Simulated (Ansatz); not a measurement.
Data sheet: BRh (DFT)

BRh:
```
BRh
1.0
    3.35426     0.00000     0.00000
   -1.67713     2.90488     0.00000
    0.00000     0.00000     4.09045
B Rh
2 2
Direct
  0.00000   0.00000   0.00000
  0.00000   0.00000   0.50000
  0.66667   0.33333   0.75000
  0.33333   0.66667   0.25000
```

Space group P6_3/mmc (No. 194), NiAs type; conventional cell a = b = 3.354 Å, c = 4.090 Å, α = β = 90.00°, γ = 120.00°.

Method: PBEsol in the plane-wave PAW code Ansatz. Geometry: relaxed at this level of theory. Other levels are named where they apply.

### Cell and energy

```
Quantity                                                       Value
-----------------------------------------------------  -------------
Volume per atom                                              9.96 Å³
Density                                                   9.48 g/cm³
Formation energy from the elements (no fitted shifts)  -0.43 eV/atom
```

### Electronic structure

```
Property                                                                     Value
------------------------------------  --------------------------------------------
Electronic character                                             metallic (no gap)
Density of states at the Fermi level  0.14 states/eV per atom (mean over ±0.08 eV)
Gap with spin–orbit coupling                                       none (metallic)
```

### Mechanics

```
Property                                                                                     Result
--------------------------------------------  -----------------------------------------------------
Bulk modulus (Birch–Murnaghan fit)                                                          298 GPa
Pressure derivative B′                                                                          4.4
Elastic constants (relaxed ions, GPa)         C11 = 468, C12 = 220, C13 = 260, C33 = 331, C44 = 168
Mechanical stability                                         stable (all eigenvalues of C positive)
Hill bulk and shear moduli                                                          302 and 116 GPa
Young's modulus                                                                             308 GPa
Poisson's ratio                                                                                0.33
Debye temperature from the elastic constants                                                  542 K
```

### Phonons

```
Quantity                                       Result
-----------------------------  ----------------------
Highest zone-centre frequency               586 cm^-1
Zone-centre stability          no imaginary mode at Γ
```

The workflow started from a Materials Project entry (that database holds measured and hypothetical structures alike); the Crystallography Open Database copy checked does not list it. Whether it is the stable phase at ambient conditions was not checked. The PBEsol relaxation kept the symmetry of its start. The run is not spin-polarised. As this level gives no gap, shear constants depend on the k-mesh and smearing (Fermi–Dirac, 0.1 eV here). As this level gives no gap, phonon frequencies hold no LO–TO term and depend on the k-mesh and smearing (Fermi–Dirac, 0.1 eV here). The references are the lowest solids computed at this level, not always the standard phases. Scalar-relativistic: spin–orbit coupling is off unless named, which matters more the heavier the elements.

Potentials: the later of the program's two PAW sets.
